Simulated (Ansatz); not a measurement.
The relaxed structure here is a generated cell of AlNi: the first start was made by placing the elements on the sites of a structure type, and the end was not matched to a known phase here, so it may be hypothetical. Known forms of AlNi include space group No. 221.

One starting cell of AlNi (a generated cell, AlNi built in the AFLOW prototype AB_oI4_44_a_b (as in GaAs)) was relaxed twice with Ansatz (plane waves, PAW, scalar-relativistic): with r2SCAN at 500 eV and with PBE at 420 eV. The r2SCAN result:

```
AlNi
1.0
   -1.31520     2.04887     2.43673
    1.31520    -2.04887     2.43673
    1.31520     2.04887    -2.43673
Ni Al
1 1
Cartesian
  1.31520   0.00000   0.00000
  0.00000   2.04887   0.00000
```

```tsv
quantity	r2SCAN	PBE
space group	Immm	Immm
volume (Å³/atom)	13.13	13.60
a (Å)	2.630	2.659
b (Å)	4.098	4.129
c (Å)	4.873	4.955
gap (eV, no spin-orbit coupling)	0.00	0.00
highest phonon at the sampled q (cm⁻¹)	415	395
softest mode (cm⁻¹)	205i	185i
```

Both levels end in the same structure; PBE's volume is 3.5 % larger. Neither column is exact.

No spin polarisation in the result. A magnetic state may lie lower.

The run could not lower the symmetry of its start; a shaken copy of this end point relaxes with r2SCAN to R-3m (No. 166), 0.26 eV/atom lower.

Ansatz is a first-principles code.
